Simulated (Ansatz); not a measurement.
# An Ansatz input for MgMn2Se4O12

```yaml
crystal:
  lattice:
    - [5.2114932151, 0.0, 0.0]
    - [0.0551005423, 6.5923414877, 0.0]
    - [0.627397591, 1.1258780301, 8.2685999029]
  atoms:
    - { symbol: Mg, position: [0.50065648, 8.712e-05, 0.4995609] }
    - { symbol: Mn, position: [0.50011848, 0.50005759, 0.50003108], spin: 4.0 }
    - { symbol: Mn, position: [0.99992442, 0.99998169, 1.44e-06], spin: 4.0 }
    - { symbol: Se, position: [0.47181453, 0.8104339, 0.17225327] }
    - { symbol: Se, position: [0.98389806, 0.28173437, 0.32342947] }
    - { symbol: Se, position: [0.01635149, 0.71828759, 0.67657895] }
    - { symbol: Se, position: [0.5279594, 0.18949529, 0.82776445] }
    - { symbol: O, position: [0.4459439, 0.43082154, 0.73327389] }
    - { symbol: O, position: [0.10030321, 0.93986789, 0.74098936] }
    - { symbol: O, position: [0.55395152, 0.56913395, 0.26676873] }
    - { symbol: O, position: [0.89894645, 0.06020466, 0.25924744] }
    - { symbol: O, position: [0.80278024, 0.24517877, 0.91551801] }
    - { symbol: O, position: [0.7516514, 0.77601012, 0.56700026] }
    - { symbol: O, position: [0.73784907, 0.26696759, 0.4918258] }
    - { symbol: O, position: [0.69532612, 0.82745968, 0.00531139] }
    - { symbol: O, position: [0.26253331, 0.73332828, 0.50825826] }
    - { symbol: O, position: [0.30444673, 0.17245677, 0.99469912] }
    - { symbol: O, position: [0.24861259, 0.22375373, 0.43290829] }
    - { symbol: O, position: [0.19693261, 0.75473848, 0.08457989] }
magnetization:
  spin_polarized: true
kpoints:
  mp_grid: { grid: [4, 3, 3] }
scf:
  max_iter: 50
hamiltonian:
  xc: pbe
  pseudopotentials: { kind: paw }
output:
  forces: true
  stress: true
  populations: true
  efg:
    quadrupole_moments_barn: { Mg: 0.1994, Mn: 0.33, O: -0.02558 }
    contact_densities: true
```

```sh
ansatz run input.yaml --threads 2 --pin off --max-ram 5120MiB --backend cpu --events-out ev --progress --plain --runs-dir out
```

(1) What happens when this input is run?

## Answers

(1) The program refused the input. The input holds no occupation method. The program says:

```
Error: YAML parse error: `scf.occupations.method` is required: fixed only where the cell keeps a band gap throughout the run, explicit beside scf.occupations.values (under evaluate: without them), else a smearing such as fermi_dirac (scf.occupations.width is optional; its entry in the input reference gives the default)
```

Against a sound input the change was `scf.occupations`: {method: fermi_dirac, width: 0.02} → not typed; `scf.max_iter`: not typed → 50.

With the sound settings the run converges and gives V_zz (10²¹ V/m²) Mg 4.07 (η 0.53), Mn2 -1.66 (η 0.85), Mn3 -1.98 (η 0.64), Se4 -30.5 (η 0.11), Se5 -33.6 (η 0.28), O8 13.20 (η 0.42), among others; a site carries the number of its first atom in the input. The largest force is 0.4 eV/Å, so the atoms aren't at the calculated equilibrium and relaxing them would move these values. The program didn't check the stability of this electronic state in full, so a lower one may lie near. All moments are parallel here, as the start or the cell imposes; many such compounds order antiparallel, where fields and spin densities carried over to other atoms largely cancel. The magnetic order is the one that the run reached from its start moments, not necessarily the measured one.
